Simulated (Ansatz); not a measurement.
**Ansatz 0.2.0, single run: Tl2Sn**

Launch command:

```bash
ansatz run input.yaml --threads 1 --pin off --max-ram 2560MiB --backend cpu --events-out ev --progress --plain --runs-dir out
```

The input file (Ansatz 0.2.0, plane waves):

```yaml
crystal:
  lattice:
    - [5.359016, 0.0, 0.0]
    - [-2.679508, 4.641048, 0.0]
    - [0.0, 0.0, 6.564881]
  atoms:
    - { symbol: Tl, position: [0.3333, 0.6667, 0.75] }
    - { symbol: Tl, position: [0.6666, 0.3333, 0.25] }
    - { symbol: Sn, position: [0.3333, 0.6667, 0.25] }
    - { symbol: Sn, position: [0.6666, 0.3333, 0.75] }
    - { symbol: Tl, position: [0.0, 0.0, 0.0] }
    - { symbol: Tl, position: [0.0, 0.0, 0.5] }
  symmetry: { tolerance: 0.0003 }
kpoints:
  mp_grid: { grid: [4, 4, 3], shift: [0, 0, 0] }
magnetization:
  spin_polarized: false
scf:
  occupations: { method: methfessel_paxton, width: 0.0259 }
  convergence: { dr2_threshold: 1.0e-06 }
hamiltonian:
  pseudopotentials: { kind: paw }
  xc: r2scan
basis:
  ecutwfc: 500
output:
  forces: true
  stress: true
  eigenvalues: true
```

Origin of the cell: a known structure type with other elements, at an estimated volume, so it need not be a known compound.

Output (shortened):

```
Warning: the atoms were moved onto the symmetric positions of the space group found under crystal.symmetry.tolerance 3.0e-4 (fractional; no operation is sought that the atoms, as they stand i […]
Warning: scf.convergence.dr2_threshold = 1e-6 eV is looser than this run's default, which is 1e-7 eV or tighter. The error in the forces grows as the threshold's square root, so leave the key […]
Warning: output.stress: scf.convergence.dr2_threshold = 1e-6 eV is looser than the 6e-10 eV advised for a printed stress (1e-10 eV for each atom of the cell: 6). What an SCF threshold leaves […]
Pseudopotentials: kind: paw
Pseudopotential: Tl, paw, valence charge 13, recommended cutoff 500 eV (meta_gga), Tl.paw.azcp
Pseudopotential: Sn, paw, valence charge 14, recommended cutoff 500 eV (meta_gga), Sn.paw.azcp
Functional definition: r2SCAN
  exchange = r2scan_x(k0 = k0, k1 = k1, a1 = a1)
  correlation = r2scan_c
Crystal: 6 atoms, lattice volume = 163.278 Å³
Basis set: ecut = 500 eV, 4175 PW (Γ), exchange–correlation on 160×160×192 points (64 copies of the dense FFT grid, shifted against one another)
[… 10 lines left out …]
Initial density: superposition of atomic densities (neutral atoms: chi_scale 0, normalization atom), corrected by the library's trained network
Functional: x = r2scan, c = r2scan; τ floored in thin density (d = 2e-4 eV/Å³)
SCF iter   1: F=—  HF=-57910.745132 eV  Δρ=8.26e-3  dr2=1.21e-1  dr2_τ=3.13e-2  defer=1
SCF iter   2: F=—  HF=-57910.741794 eV  S|Δr|=    0.00e0  Δρ=2.96e-3  dr2=1.99e-2  dr2_τ=1.79e-3  defer=17
SCF iter   3: F=—  HF=-57910.740695 eV  S|Δr|=    0.00e0  Δρ=8.35e-4  dr2=1.99e-3  dr2_τ=3.11e-5  defer=9
SCF iter   4: F=—  HF=-57910.741243 eV  S|Δr|=    0.00e0  Δρ=1.68e-4  dr2=4.62e-5  dr2_τ=9.06e-7  defer=9
SCF iter   5: F=—  HF=-57910.741339 eV  S|Δr|=    0.00e0  Δρ=4.58e-5  dr2=4.02e-6  dr2_τ=1.58e-7  defer=9
SCF iter   6: F=-57910.741343 eV  HF=-57910.741343 eV  S|Δr|=    0.00e0  Δρ=1.03e-5  dr2=2.31e-7  dr2_τ=1.61e-8
SCF 1 converged in 6 iterations: F = -57910.741343 eV  dr2 = 2.31e-7
SCF converged after 6 iterations
Stability not checked: this state was not tested for a lower state beside it, because cold or Methfessel-Paxton smearing, or corrected tetrahedra, fill the levels in a way that the test cannot read (fill_not_monotonic; […]
Free energy (F): -57910.741343 eV
Harris-Foulkes:  -57910.741343 eV  (|F-HF|=1.85e-7)
Internal energy: -57910.742239 eV  (E = F + TS)
E sigma→0 (E₀):  -57910.741567 eV
Entropy (-TS):   0.000897 eV (0.149 meV/atom)
Fermi energy:    10.623641 eV
--- Per-component energies (eV) ---
  E_band       = -140.800335
  E_kinetic    = 1714.581045
  E_local      = -5078.975452  (includes V_loc(G=0)·N_el)
  E_nonlocal   = 1203.302328
  E_hartree    = 2319.868872
  E_xc         = -1626.865555
  E_vxc        = -839.899644  (∫ρ·V_xc dr)
  E_paw        = -49082.578411  (= ΣΔE_a)
  E_vpaw       = -1841.222064  (= ΣTr[D̂ρ^β])
  E_aug_tail   = 0.000069  (compensation charges beyond the density's cutoff)
  E_vtau       = 61.674374  (kinetic-family band-sum trace: ∫τ·v_τ [+ j·A + Jᵃ·Aᵃ] dr)
  E_ewald      = -7365.704819
  E_core_change = 5.629684  (= ΣΔE_core)
  E_smearing   = 0.000897  (= −TS)
  Σ components = -57910.741343   (vs F -57910.741343, Δ=0.00e0)
--- Forces (eV/Å), atoms counted from 1 ---
  atom   1  Tl    -0.000000     0.000000    -0.000000
  atom   2  Tl     0.000000    -0.000000     0.000000
  atom   3  Sn    -0.000000    -0.000000     0.000000
  atom   4  Sn     0.000000     0.000000    -0.000000
  atom   5  Tl    -0.000000    -0.000000     0.000000
  atom   6  Tl    -0.000000     0.000000     0.000000
  max |Σ_I F_I| component: 4.63e-18 eV/Å
--- Stress (GPa, compression-positive) ---
        5.493056       0.000000      -0.000000
        0.000000       5.493056      -0.000000
       -0.000000      -0.000000       1.617223
  P = ⅓ Tr σ = 4.2011 GPa (42.011 kbar)
```

Caveats: no spin-orbit coupling, though heavy elements are present; the SCF threshold is loose for forces; the SCF threshold is looser than advised for a stress; the k mesh is coarse if the cell is a metal.

It ran for 4.6 s on 1 thread of Intel(R) Xeon(R) 6975P-C (Granite Rapids), on a shared host, peak memory 0.82 GiB, from the program's own first density.
